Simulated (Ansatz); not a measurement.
SnSe2:
```yaml
crystal:
  lattice:
    - [3.84059, 0.00000, 0.00000]
    - [-1.92030, 3.32605, 0.00000]
    - [0.00000, 0.00000, 6.00827]
  atoms:
    - { symbol: Sn, position: [0.00000, 0.00000, 0.00000] }
    - { symbol: Se, position: [0.33333, 0.66667, 0.26512] }
    - { symbol: Se, position: [0.66667, 0.33333, 0.73488] }
```

Relaxed with PBE+D3(BJ). Special points in fractions of this cell's reciprocal vectors: Γ (0.000, 0.000, 0.000); M (0.500, 0.000, 0.000); K (0.333, 0.333, 0.000); A (0.000, 0.000, 0.500); L (0.500, 0.000, 0.500); H (0.333, 0.333, 0.500).

Task: List the band energies nearest the valence-band maximum at these points for PBE+D3(BJ) in the plane-wave PAW code Ansatz.

Result: In eV from the valence-band maximum; about four levels below and three above (degenerate sets whole), none deeper than 8.9 eV; points with the same levels are listed once.

```json
[
 {"k": "Γ", "below": "-0.75 -0.75 -0.58 -0.58 -0.14", "above": "0.68 2.89 4.46 4.46"},
 {"k": "M", "below": "-3.26 -2.69 -1.70 -0.40", "above": "1.09 3.48 4.87"},
 {"k": "K", "below": "-3.61 -3.61 -3.31 -1.99 -1.99", "above": "0.74 6.19 6.19"},
 {"k": "A", "below": "-0.91 -0.91 -0.32 -0.32", "above": "2.37 2.75 4.07 4.07"},
 {"k": "L", "below": "-2.40 -2.08 -1.13 -1.02", "above": "0.59 3.88 4.50"},
 {"k": "H", "below": "-4.34 -4.34 -3.88 -0.43 -0.43", "above": "2.18 4.17 4.17"}
]
```

Space group P-3m1 (CdI2 type). Symmetry was held in the PBE+D3(BJ) relaxation; of distortions, only those at the zone centre were tested. Spin–orbit coupling is left out wherever it is not named.

Potentials: the later of the program's two PAW sets.
